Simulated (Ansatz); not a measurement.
**Cu2BrCl and the effect of the Hubbard U on Cu d**

```yaml
crystal:
  lattice:
    - [1.85551, 1.07128, 6.04751]
    - [-1.85551, 1.07128, 6.04751]
    - [0.00000, -2.14256, 6.04751]
  atoms:
    - { symbol: Br, position: [0.00000, 0.00000, 0.00000] }
    - { symbol: Cu, position: [0.75160, 0.75160, 0.75160] }
    - { symbol: Cu, position: [0.24840, 0.24840, 0.24840] }
    - { symbol: Cl, position: [0.50000, 0.50000, 0.50000] }
```

The cell comes from a database or a generator and needn't be the stable form of this composition.

Kept alike: task projected density of states; functional PBE; k mesh 8 × 8 × 8; occupations fermi-dirac, width 0.05 eV; no spin polarisation. Program: Ansatz, Ansatz PAW, cutoff 420 eV. The mesh is that of the run's cell of 4 atoms. No spin-orbit coupling.

| run | band gap (eV) | pressure (GPa) |
| --- | --- | --- |
| A | 1.615 | 2.71 |
| B | 1.226 | 2.22 |
| C | 0.477 | 1.41 |
| D | 0.195 | 1.13 |
| E | 1.914 | 3.15 |
| F | 0.996 | 1.96 |
| G | 0.746 | 1.69 |
| H | 1.432 | 2.47 |

Pressure is positive in compression, with a Pulay correction for the finite cutoff. U acts here on a shell without spin polarisation. Spin-orbit coupling, left out here, moves the band edges of heavy atoms and can close or invert small gaps. How U acts hangs on the program's projectors. A gap read on the mesh alone can miss an edge between its points. U is the effective U - J on orthogonalised atomic projectors. Double counting: fully localised limit (the default).

Question: The runs differ in the Hubbard U on Cu d alone: 0; 1; 2; 3; 4; 5; 6; 8 eV. Which run is which?

Answer: Run A is 6 eV; run B is 4 eV; run C is 1 eV; run D is 0 eV; run E is 8 eV; run F is 3 eV; run G is 2 eV; run H is 5 eV. The band gap rises from 0.195 to 1.914 eV between 0 and 8 eV. U pushes filled shell states down and empty ones up. The mean slope is +0.21 eV per eV of U. The pressure rises from 1.13 to 3.15 GPa between 0 and 8 eV. U localises the shell and weakens its bonds, so the cell pushes outwards.
